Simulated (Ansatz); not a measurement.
## Property card for InMo3C

InMo₃C:
```cif
data_CInMo3
_chemical_formula_sum 'In1 Mo3 C1'
_space_group_name_H-M_alt 'Pm-3m'
_space_group_IT_number 221
_space_group_name_Hall '-P 4 2 3'
_cell_length_a 4.19832
_cell_length_b 4.19832
_cell_length_c 4.19832
_cell_angle_alpha 90.000
_cell_angle_beta 90.000
_cell_angle_gamma 90.000
loop_
_atom_site_label
_atom_site_type_symbol
_atom_site_symmetry_multiplicity
_atom_site_Wyckoff_symbol
_atom_site_fract_x
_atom_site_fract_y
_atom_site_fract_z
_atom_site_occupancy
In1 In 1 a 0.00000 0.00000 0.00000 1
Mo1 Mo 3 c 0.00000 0.50000 0.50000 1
C1 C 1 b 0.50000 0.50000 0.50000 1
```

Space group Pm-3m (No. 221), anti-perovskite; conventional cell a = b = c = 4.1983 Å, α = β = γ = 90.00°.

Method: r²SCAN in the plane-wave PAW code Ansatz. Geometry: relaxed at this level of theory. Other levels are named where they apply.

### Cell and energy

```json
{
 "volume_per_atom": "14.80 Å³",
 "density": "9.31 g/cm³",
 "Formation energy from the elements (no fitted shifts)": "0.17 eV/atom"
}
```

### Electronic structure

```json
{
 "electronic_character": "metallic (no gap)",
 "Density of states at the Fermi level": "0.69 states/eV per atom (mean over ±0.08 eV)",
 "Gap with spin–orbit coupling": "none (metallic)"
}
```

### Mechanics

```json
{
 "Bulk modulus (Birch–Murnaghan fit)": "235 GPa",
 "Pressure derivative B′": "4.4"
}
```

### Charges

```json
{
 "bader_charges": "In -0.08, Mo +0.58, C -1.67 e"
}
```

The start of the workflow was typed in or built on a structure type; neither database checked (COD, Materials Project) lists it. Whether it is the stable phase at ambient conditions was not checked. The r²SCAN relaxation kept the symmetry of its start; its stability against distortions is not shown here. The run is not spin-polarised. Its formation energy is positive at this level, so the cell may be metastable or incomplete. The references are the lowest solids computed at this level, not always the standard phases. Scalar-relativistic: spin–orbit coupling is off unless named, which matters more the heavier the elements.

Potentials: the later of the program's two PAW sets.
